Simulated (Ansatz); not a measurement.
A distorted cell of AlBO₃ (space group R-3c):

```
AlBO3
1.0
    2.21901     1.28115     4.52168
   -2.21901     1.28115     4.52168
    0.00000    -2.56230     4.52168
Al B O
2 2 6
Direct
  0.50000   0.50000   0.50000
  0.00000   0.00000   0.00000
  0.75086   0.75086   0.74828
  0.24914   0.24914   0.25172
  0.74943   0.44042   0.05651
  0.25057   0.55958   0.94349
  0.05877   0.74943   0.43816
  0.94123   0.25057   0.56184
  0.44390   0.06224   0.75115
  0.55610   0.93776   0.24885
```

These are LDA (plane waves to 420 eV, PAW, scalar-relativistic; Ansatz, a quantum-chemistry and plane-wave program) values and carry that method's errors. k mesh 9×9×9 (Γ-centred), Fermi-Dirac smearing 0.05 eV. Stress and pressure are positive under compression. AlBO3 was relaxed with its symmetry unable to fall.

Task: Predict the force on every atom, in eV/Å.

Result: 
```csv
atom,Fx,Fy,Fz
Al1,0.000,0.000,0.000
Al2,0.000,0.000,0.000
B3,-0.007,-0.053,0.000
B4,0.007,0.053,0.000
O5,-0.001,-0.060,0.197
O6,0.001,0.060,-0.197
O7,-0.010,-0.073,0.194
O8,0.010,0.073,-0.194
O9,0.022,-0.058,-0.391
O10,-0.022,0.058,0.391
```

(A displaced cell: forces are minus the slopes of the energy, force constants its curvatures, and phonons follow from these.)
